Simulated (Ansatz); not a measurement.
Data:

LaTiO₃ (cubic perovskite)

```cif
data_LaO3Ti
_chemical_formula_sum 'La1 Ti1 O3'
_space_group_name_H-M_alt 'P 1'
_space_group_IT_number 1
_cell_length_a 3.90567
_cell_length_b 3.90567
_cell_length_c 3.90567
_cell_angle_alpha 90.000
_cell_angle_beta 90.000
_cell_angle_gamma 90.000
loop_
_space_group_symop_operation_xyz
  'x, y, z'
loop_
_atom_site_label
_atom_site_type_symbol
_atom_site_fract_x
_atom_site_fract_y
_atom_site_fract_z
_atom_site_occupancy
La1 La 0.00000 0.00000 0.00000 1
Ti1 Ti 0.50000 0.50000 0.50000 1
O1 O 0.00000 0.50000 0.50000 1
O2 O 0.50000 0.00000 0.50000 1
O3 O 0.50000 0.50000 0.00000 1
```

Equation-of-state scan: isotropic scaling of the cell above, V₀ being its volume. Symmetry pins the atoms to their sites.

Level of theory: PBEsol (plane waves to 420 eV, PAW, scalar-relativistic; Ansatz, a first-principles code). k mesh 12×12×12 (Γ-centred), Fermi-Dirac smearing 0.05 eV. E stands for the smeared free energy. Compression counts positive. LaTiO3 is run without spin polarisation and with no Hubbard U. LaTiO3 was relaxed with its symmetry unable to fall. This is one of several known forms of LaTiO3; the measured ambient cells at hand have space group No. 62. ΔE is measured from the relaxed starting cell.

The scan covers V/V₀ from 0.840 to 1.160 in 9 points.

### Question
What pressure does the cell carry at V/V₀ = 0.840?

### Answer
51.3 GPa.

### Question
What is ΔE at V/V₀ = 1.160?

### Answer
146 meV/atom.

### Question
What is ΔE at V/V₀ = 0.840?

### Answer
261 meV/atom.

(Under strain, the slope of the energy per volume gives the stress and its curvature an elastic modulus.)
